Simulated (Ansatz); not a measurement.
**Na₂Se₂O₇ and a variant**

Base: a computed structure from the Materials Project (it need not be an observed phase) whose atoms were relaxed with PBE, the cell held.

Space group P-1 (No. 2); a = 6.9403, b = 6.9488, c = 7.0458 Å, α = 82.50°, β = 65.27°, γ = 82.05°.

| site | Wyckoff | site symmetry | x | y | z |
| --- | --- | --- | --- | --- | --- |
| Na1 | 2i | 1 | 0.2668 | 0.6463 | 0.6043 |
| Na3 | 2i | 1 | 0.7442 | 0.9259 | 0.7638 |
| Se5 | 2i | 1 | 0.7550 | 0.8635 | 0.2784 |
| Se7 | 2i | 1 | 0.2020 | 0.5963 | 0.1342 |
| O9 | 2i | 1 | 0.6334 | 0.9731 | 0.1336 |
| O11 | 2i | 1 | 0.6320 | 0.6926 | 0.4535 |
| O13 | 2i | 1 | 0.8424 | 0.0120 | 0.3826 |
| O15 | 2i | 1 | 0.2602 | 0.7311 | 0.2721 |
| O17 | 2i | 1 | 0.0991 | 0.3963 | 0.2649 |
| O19 | 2i | 1 | 0.3654 | 0.5753 | 0.8905 |
| O21 | 2i | 1 | 0.9830 | 0.7449 | 0.0802 |

One atom of each set is listed.

The numbers come from a DFT calculation in Ansatz (PBE, plane waves and PAW, scalar-relativistic, 420 eV cutoff, Γ-centred 4×3×4 k-points, Fermi–Dirac smearing 0.02 eV).

Problem. Variant: atom 21 (O) replaced by Se, ions relaxed, the cell held. What happens to the gradients (10²¹ V/m²)?

Solution. 

| site | atoms alike | V_zz base | η base | V_zz variant | η variant |
| --- | --- | --- | --- | --- | --- |
| Na1 | 1 | -0.38 | 0.61 | 0.63 | 0.45 |
| Na2 | 1 | -0.38 | 0.61 | 0.31 | 0.87 |
| Na3 | 1 | -0.82 | 0.73 | -1.07 | 0.52 |
| Na4 | 1 | -0.82 | 0.73 | -0.78 | 0.12 |
| Se5 | 1 | 11.87 | 0.05 | -1.35 | 0.56 |
| Se7 | 1 | 15.15 | 0.19 | 4.16 | 0.43 |
| Se8 | 1 | 15.15 | 0.19 | 15.67 | 0.29 |
| O11 | 1 | 17.85 | 0.17 | 16.85 | 0.17 |
| O13 | 1 | 17.82 | 0.14 | 16.74 | 0.16 |
| O15 | 1 | 18.22 | 0.14 | 17.28 | 0.16 |
| O17 | 1 | 18.01 | 0.24 | 17.29 | 0.23 |
| O18 | 1 | 18.01 | 0.24 | 17.89 | 0.22 |
| O20 | 1 | 18.58 | 0.18 | 19.05 | 0.16 |
| O21 | 1 | 15.74 | 0.90 | Se -61.8 | 0.38 |

The largest change of V_zz along a kept axis among the elements kept is on Se7, from 15.15 to 4.16. In per cent, |V_zz| changes by -6 to +30 on Na, -73 to +3 on Se, -6 to +3 on O (all sites that start above 0.5, bar those whose gradient vanishes or changes sign or whose main axis turns by over 40°). Where |V_zz| stays above 0.1 and the axes keep their order, η moves most on Na4, from 0.73 to 0.12. On Na3 V_xx and V_yy change places (or their axes turn by over 50°), so the two values of η hide a larger change. On Se5, Na1, Na2 the largest principal value lies along another axis in the second run, so the two V_zz can't be compared directly. The table leaves out 8 of the 22 sites, with |V_zz| up to 18.58; their tensors move by 2.27 at most along any direction. The statements above cover all sites. The number of symmetry-distinct sites goes from 11 to 22.

The Se atoms stand 2.31 Å apart, so this is an ordered compound, not a dilute alloy.

For the variant: The substituted crystal keeps its parent's cell, where the PBE pressure is 6 GPa, so with PBE the cell would grow if it were relaxed.
